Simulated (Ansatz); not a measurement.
An Ansatz (a program for electronic structure) input:

Ansatz 0.2 input:
```yaml
crystal:
  lattice:
    - [-4.0538022894, 4.0538022894, 4.0538022894]
    - [4.0538022894, -4.0538022894, 4.0538022894]
    - [4.0538022894, 4.0538022894, -4.0538022894]
  atoms:
    - { symbol: Sn, position: [0.2056937695, 0.2056937695, 0.2056937695] }
    - { symbol: Sn, position: [0.5, 0.0, 0.2943062305] }
    - { symbol: Sn, position: [0.2943062305, 0.5, 0.0] }
    - { symbol: Sn, position: [0.0, 0.2943062305, 0.5] }
    - { symbol: Sn, position: [0.7943062305, 0.7943062305, 0.7943062305] }
    - { symbol: Sn, position: [0.5, 0.0, 0.7056937695] }
    - { symbol: Sn, position: [0.7056937695, 0.5, 0.0] }
    - { symbol: Sn, position: [0.0, 0.7056937695, 0.5] }
kpoints:
  mp_grid: { grid: [5, 5, 5] }
  band_path:
    path:
      - [[0.0, 0.0, 0.0], [0.5, -0.5, 0.5], [0.0, 0.0, 0.5], [0.0, 0.0, 0.0], [0.25, 0.25, 0.25], [0.5, -0.5, 0.5]]  # Γ-H-N-Γ-P-H
      - [[0.25, 0.25, 0.25], [0.0, 0.0, 0.5]]  # P-N
    npoints: 12
basis: { xc_grid: 2 }
hamiltonian:
  xc: pbe
  pseudopotentials: { azcp: { folder: ./paw }, kind: paw_fr }
magnetization: { noncollinear: true, spin_orbit: true }
scf:
  n_extra_bands: 16
  convergence: { dr2_threshold: 0.0000000001 }
  occupations: { method: gaussian, width: 0.05 }
output: { eigenvalues: true }
```

Question: How many symmetry operations and irreducible k-points will the run report?

Answer: 24 operations, 11 of 125 k-points.

Question: With a cutoff of 420 eV, how many plane waves at Γ?

Answer: 5233.

It took very roughly 7 core-minutes on shared server cores.

Space group Ia-3. The start of the workflow was typed in or built on a structure type; neither database checked (COD, Materials Project) lists it. It is not the phase usual at ambient conditions (space group No. 141). Symmetry was held in the PBE relaxation; whether a distortion lowers the energy is not shown.

Potentials: the earlier of the program's two PAW sets.

Ansatz is a plane-wave DFT program.
